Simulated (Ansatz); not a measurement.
Ba$_{2}$YReO$_{6}$ (space group Fm-3m)

```cif
data_Ba2O6ReY
_chemical_formula_sum 'Ba2 Y1 Re1 O6'
_space_group_name_H-M_alt 'P 1'
_space_group_IT_number 1
_cell_length_a 5.87814
_cell_length_b 5.87814
_cell_length_c 5.87814
_cell_angle_alpha 60.000
_cell_angle_beta 60.000
_cell_angle_gamma 60.000
loop_
_space_group_symop_operation_xyz
  'x, y, z'
loop_
_atom_site_label
_atom_site_type_symbol
_atom_site_fract_x
_atom_site_fract_y
_atom_site_fract_z
_atom_site_occupancy
Ba1 Ba 0.75000 0.75000 0.75000 1
Ba2 Ba 0.25000 0.25000 0.25000 1
Y1 Y 0.50000 0.50000 0.50000 1
Re1 Re 0.00000 0.00000 0.00000 1
O1 O 0.76583 0.76583 0.23417 1
O2 O 0.23417 0.23417 0.76583 1
O3 O 0.23417 0.76583 0.76583 1
O4 O 0.76583 0.23417 0.23417 1
O5 O 0.76583 0.23417 0.76583 1
O6 O 0.23417 0.76583 0.23417 1
```

E(V) scan at fixed shape, V₀ the volume above. The atoms relax within the cell's symmetry.

All values below come from PBEsol (plane waves to 420 eV, PAW, scalar-relativistic; Ansatz, a quantum-chemistry and plane-wave program). k mesh 10×10×10 (Γ-centred), Fermi-Dirac smearing 0.05 eV. E stands for the smeared free energy. Compression counts positive. Ba2YReO6 is run without spin polarisation and with no Hubbard U. Ba2YReO6 was relaxed with its symmetry unable to fall. Spin-orbit coupling is left out, though Re is heavy. ΔE is measured from the relaxed starting cell.

Problem. Estimate the ΔE (kJ/mol of atoms) and P (GPa) for V/V₀ = 0.840, 0.893, 0.947, 1.027, 1.080, 1.107, 1.133, 1.160.

Solution. 
```json
[
 {"V/V₀": "0.840", "ΔE (kJ/mol of atoms)": "23.8", "P (GPa)": "40.4"},
 {"V/V₀": "0.893", "ΔE (kJ/mol of atoms)": "9.4", "P (GPa)": "22.7"},
 {"V/V₀": "0.947", "ΔE (kJ/mol of atoms)": "2.1", "P (GPa)": "9.7"},
 {"V/V₀": "1.027", "ΔE (kJ/mol of atoms)": "0.5", "P (GPa)": "-3.8"},
 {"V/V₀": "1.080", "ΔE (kJ/mol of atoms)": "3.7", "P (GPa)": "-10.0"},
 {"V/V₀": "1.107", "ΔE (kJ/mol of atoms)": "6.3", "P (GPa)": "-12.4"},
 {"V/V₀": "1.133", "ΔE (kJ/mol of atoms)": "9.4", "P (GPa)": "-14.5"},
 {"V/V₀": "1.160", "ΔE (kJ/mol of atoms)": "12.9", "P (GPa)": "-16.2"}
]
```

(Under strain, the slope of the energy per volume gives the stress and its curvature an elastic modulus.)
